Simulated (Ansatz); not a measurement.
Ansatz input

```yaml
crystal:
  lattice:
    - [3.0829156825, 0.0, 0.0]
    - [0.0, 3.0829156825, 0.0]
    - [0.0, 0.0, 3.0829156825]
  atoms:
    - { symbol: Pd, position: [0.0, 0.0, 0.0], spin: 0.5 }
    - { symbol: Pd, position: [0.5, 0.5, 0.5], spin: -0.5 }
hamiltonian:
  xc: pbesol
  pseudopotentials:
    kind: paw
    azcp:
      Pd: "pseudopotentials/Pd.paw.azcp"
basis:
  ecutwfc: 420
  fft_grid_basis: typed
kpoints:
  mp_grid: { grid: [17, 17, 17], shift: [0, 0, 0] }
magnetization:
  spin_polarized: true
scf:
  occupations: { method: fermi_dirac, width: 0.05 }
```

Output

```
Warning: the record states the generating functional pbe (its physics header spells it `PBE`), which answers neither for hamiltonian.xc's functional nor for the pbesol family's — results may be inconsistent (PPs are generated against a specific XC)
Engine: ansatz 0.2.0, aarch64-unknown-linux-gnu
Pseudopotentials: kind: paw
Pseudopotential: Pd, paw, valence charge 18, recommended cutoff 420 eV (normal) 
Functional definition: PBEsol
  exchange = pbesol_x
  correlation = pbesol_c
Crystal: 2 atoms, lattice volume = 29.301 Å³
Basis set: ecut = 420 eV, 587 PW (Γ)
Bands: 23, of which v1, the nominal top of the filled ones, is band 18 counted from 1 (17 counted from 0)
Symmetry: 48 space group operations
Space group: Pm-3m (ITA 221), of the structure as read, at distance tolerance 3.1e-5 Å
Magnetic group: BNS 221.97 (UNI 1599), of the structure as read, at distance tolerance 3.1e-5 Å
k-points: 165 of 4913
Non-local potential: Pd, projectors of the file, l = 0: 2, l = 1: 2, l = 2: 2, l = 3: 1
PAW form: soft (Blöchl's): semilocal exchange-correlation on the pseudo side does not see the compensation charge
PAW frozen core: Pd, regenerated for the run's functional, and the local potential with it (the file was generated under x = pbe(κ = 0.804, μ = 0.2195149727645171), c = pbe(β = 0.06672455060314922))
PAW one-centre angular grid: Pd, 590 points (default); XC on 64 Gauss nodes
Initial density: superposition of atomic densities (chi_scale 0.1, normalization cell)
Starting moments: Σ|m| = 1 μB on 2 of 2 sites
Starting magnetic order: antiferromagnet; a translation exchanges its spin sublattices: spin-degenerate at every k-point
Initial wavefunctions: pseudopotential atomic-orbital guess
Functional: x = pbesol(κ = 0.804, μ = 0.12345679012345678), c = pbesol(β = 0.046)
SCF iter   1: F=—  HF=-13815.318478 eV  |F-HF|=—  |Δ(HF+E_count)|=         —  Δρ=8.77e-2 (↑8.77e-2 ↓8.77e-2)  dr2=7.89e0  dr2_m=2.06e-1  M=0.000 μB ∫|m|=0.239 μB  β_m=0.30  ethr=3.10e-3  ⟨swp⟩=5.5  Hψ=16060  notcnv=0
SCF iter   2: F=—  HF=-13813.903849 eV  |F-HF|=—  |Δ(HF+E_count)|=    1.41e0  Δρ=5.35e-2 (↑5.35e-2 ↓5.35e-2)  dr2=2.71e0  dr2_m=1.26e-1  M=0.000 μB ∫|m|=0.174 μB  β_m=0.30  ethr=3.10e-3  ⟨swp⟩=2.2  Hψ=7371  notcnv=0  defer=39
SCF iter   3: F=—  HF=-13813.172278 eV  |F-HF|=—  |Δ(HF+E_count)|=   7.32e-1  Δρ=2.18e-2 (↑2.18e-2 ↓2.18e-2)  dr2=8.54e-2  dr2_m=7.67e-2  M=0.000 μB ∫|m|=0.123 μB  β_m=0.30  ethr=3.10e-3  ⟨swp⟩=2.2  Hψ=6438  notcnv=0  defer=39
SCF iter   4: F=—  HF=-13813.178055 eV  |F-HF|=—  |Δ(HF+E_count)|=   5.78e-3  Δρ=1.30e-2 (↑1.30e-2 ↓1.30e-2)  dr2=6.62e-4  dr2_m=4.52e-2  M=0.000 μB ∫|m|=0.093 μB  β_m=0.30  ethr=2.37e-4  ⟨swp⟩=2.0  Hψ=8536  notcnv=0  defer=47
SCF iter   5: F=—  HF=-13813.184575 eV  |F-HF|=—  |Δ(HF+E_count)|=   6.52e-3  Δρ=9.95e-3 (↑9.95e-3 ↓9.95e-3)  dr2=1.58e-4  dr2_m=2.64e-2  M=0.000 μB ∫|m|=0.072 μB  β_m=0.30  ethr=1.84e-6  ⟨swp⟩=2.0  Hψ=5478  notcnv=0  defer=47
SCF iter   6: F=—  HF=-13813.188857 eV  |F-HF|=—  |Δ(HF+E_count)|=   4.28e-3  Δρ=7.58e-3 (↑7.58e-3 ↓7.58e-3)  dr2=1.90e-6  dr2_m=1.54e-2  M=0.000 μB ∫|m|=0.055 μB  β_m=0.30  ethr=4.40e-7  ⟨swp⟩=2.0  Hψ=6739  notcnv=0  defer=47
SCF iter   7: F=—  HF=-13813.190760 eV  |F-HF|=—  |Δ(HF+E_count)|=   1.90e-3  Δρ=5.80e-3 (↑5.80e-3 ↓5.80e-3)  dr2=2.36e-7  dr2_m=9.03e-3  M=0.000 μB ∫|m|=0.042 μB  β_m=0.30  ethr=2.78e-10  ⟨swp⟩=4.0  Hψ=11869  notcnv=0
Mixer restart at iter 7: flushing history
spin-set hold released at iteration 7 (site moments contracting): the magnetisation degrees of freedom join the quasi-Newton model from the next iteration; the mixer history was flushed
SCF iter   8: F=—  HF=-13813.191874 eV  |F-HF|=—  |Δ(HF+E_count)|=   1.11e-3  Δρ=4.43e-3 (↑4.43e-3 ↓4.43e-3)  dr2=1.19e-7  dr2_m=5.28e-3  M=0.000 μB ∫|m|=0.032 μB  β_m=0.65  ethr=2.78e-10  ⟨swp⟩=4.0  Hψ=11490  notcnv=0
SCF iter   9: F=—  HF=-13813.193457 eV  |F-HF|=—  |Δ(HF+E_count)|=   1.58e-3  Δρ=4.86e-5 (↑4.86e-5 ↓4.86e-5)  dr2=3.17e-8  dr2_m=6.23e-7  M=0.000 μB ∫|m|=0.000 μB  β_m=0.82  ethr=2.78e-10  ⟨swp⟩=4.0  Hψ=12149  notcnv=0
SCF iter  10: F=—  HF=-13813.193458 eV  |F-HF|=—  |Δ(HF+E_count)|=   6.89e-7  Δρ=1.47e-5 (↑1.47e-5 ↓1.47e-5)  dr2=4.40e-8  dr2_m=4.63e-8  M=0.000 μB ∫|m|=0.000 μB  β_m=0.91  ethr=8.81e-11  ⟨swp⟩=3.0  Hψ=9022  notcnv=0
SCF iter  11: F=—  HF=-13813.193458 eV  |F-HF|=—  |Δ(HF+E_count)|=   1.16e-7  Δρ=1.55e-5 (↑1.55e-5 ↓1.55e-5)  dr2=2.46e-7  dr2_m=3.27e-10  M=0.000 μB ∫|m|=0.000 μB  β_m=0.64  ethr=8.81e-11  ⟨swp⟩=3.0  Hψ=9398  notcnv=0
SCF iter  12: F=—  HF=-13813.193458 eV  |F-HF|=—  |Δ(HF+E_count)|=   7.16e-8  Δρ=7.18e-7 (↑7.18e-7 ↓7.18e-7)  dr2=2.31e-11  dr2_m=1.32e-10  M=0.000 μB ∫|m|=0.000 μB  β_m=0.82  ethr=8.81e-11  ⟨swp⟩=1.0  Hψ=11312  notcnv=0
SCF iter  13: F=-13813.193458 eV  HF=-13813.193458 eV  |F-HF|=0.00e0  |Δ(HF+E_count)|=  2.58e-10  Δρ=3.60e-8 (↑3.60e-8 ↓3.60e-8)  dr2=2.08e-14  dr2_m=3.16e-13  M=0.000 μB ∫|m|=0.000 μB  ethr=1.00e-12  ⟨swp⟩=2.0  Hψ=7426  notcnv=0
SCF 1 converged in 13 iterations: F = -13813.193458 eV  dr2 = 2.08e-14
WARN: the starting moments were not kept: the SCF closed with an absolute magnetisation of 3.5e-7 μB, where they sum to 1 μB in size (2 sites). That is at most 0.1 of that sum. Measured as dr2_m measures the in/out step, that magnetisation stands 1.8e-14 eV from none, at or under the dr2_threshold of 1.0e-7 eV: it is no larger than a step whose dr2_m would equal this threshold. The system may hold no moment; this SCF shows only that its start led to no more than that. To try another start: raise the starting moments (crystal.atoms[].spin, magnetization.per_species, magnetization.initial_magnetization, or on a non-collinear deck that types none of these the spinor_matrix: blocks that start its atoms; where the total moment is fixed, keep their sum and leave initial_magnetization as it is; typed ones take the place of any that the run laid by itself, positive ones on a crystal's lanthanoids without a Hubbard term where scf.initial_density.shell_occupations: [] is typed) or, if the notice of its spin-set hold's release reads "site moments contracting" or "site moments show no strong build", lengthen the hold (scf.mixing.spin_hold: { on: { confirm: 4 } }; for m-r²SCAN on two components see the key's manual first). Each may lead to a state that holds a moment. A second SCF, from the converged charge density, with the starting moments and any scf.initial_density.shell_occupations laid on it anew, would have followed, and was not run: the deck does not ask for one (magnetization.retry_lost_moments is false, the default). To let it run, set magnetization.retry_lost_moments: true and run the deck again, where that key's refused combinations let it; where memory then withholds it, that run's warning says so.
SCF converged after 13 iterations
Magnetization: 0.0000 μB (18.0000 up, 18.0000 down)
Absolute magnetization: 0.0000 μB (∫|ρ↑−ρ↓|, with the PAW one-centre terms)
Spin contamination: 0.0000 ħ² per cell (⟨S²⟩ above its minimum at these occupations)
Per-site moments (μB) at R_I (Å): [(3.0891185647574686e-8, 1.1013268607428068), (-3.0891185647574686e-8, 1.1013268607428068)]
Free energy (F): -13813.193458 eV
Harris-Foulkes:  -13813.193458 eV  (|F-HF|=0.00e0)
Internal energy: -13813.172245 eV  (E = F + TS)
E sigma→0 (E₀):  -13813.182851 eV
Entropy (-TS):   -0.021214 eV (-10.607 meV/atom)
Fermi energy:    19.813074 eV
--- Per-component energies (eV) ---
  E_band       = -271.726337
  E_kinetic    = 1027.647928
  E_local      = -3478.744124  (includes V_loc(G=0)·N_el)
  E_nonlocal   = 438.723465
  E_hartree    = 1411.328583
  E_xc         = -335.522520
  E_vxc        = -422.556789  (∫ρ·V_xc dr)
  E_paw        = -7369.830543  (= ΣΔE_a)
  E_vpaw       = -659.454357  (= ΣTr[D̂ρ^β])
  E_aug_tail   = 0.000370  (compensation charges beyond the density's cutoff)
  E_ewald      = -5507.380451
  E_core_change = 0.605048  (= ΣΔE_core)
  E_smearing   = -0.021214  (= −TS)
  E_closure    = 0.000000  (closes the sum)
  Σ components = -13813.193458   (vs F -13813.193458, Δ=0.00e0)
```
